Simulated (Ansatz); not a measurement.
A: CdSe (wurtzite), a = b = 4.340 Å, c = 7.078 Å, α = β = 90.00°, γ = 120.00°
B: Os (hcp, Mg type), a = b = 2.738 Å, c = 4.316 Å, α = β = 90.00°, γ = 120.00°
C: BaTiO3 (tetragonal-perovskite type, space group P4mm), a = b = 3.972 Å, c = 4.113 Å, α = β = γ = 90.00°
D: TiB2 (AlB2 type, space group P6/mmm), a = b = 3.0247 Å, c = 3.2226 Å, α = β = 90.00°, γ = 120.00°

Scan: energy over volume and axial ratio (atoms clamped). All come from one method, each on a k mesh of its own. All were relaxed with their symmetry unable to fall. BaTiO3 is run without spin polarisation. Os is run without spin polarisation. Spin-orbit coupling is left out. TiB2 is run without spin polarisation.

### Question
Rank these by modulus against c/a change at fixed volume, (3/4V)·∂²E/∂(ln c/a)² (fitted) (highest first), as r2SCAN (plane waves to 500 eV, PAW, scalar-relativistic; Ansatz, a first-principles code) gives it.

### Answer
B (318 GPa), D (213 GPa), C (98 GPa), A (44 GPa)

(A scan under strain: stresses follow from slopes of the energy per volume, elastic moduli from its curvatures.)
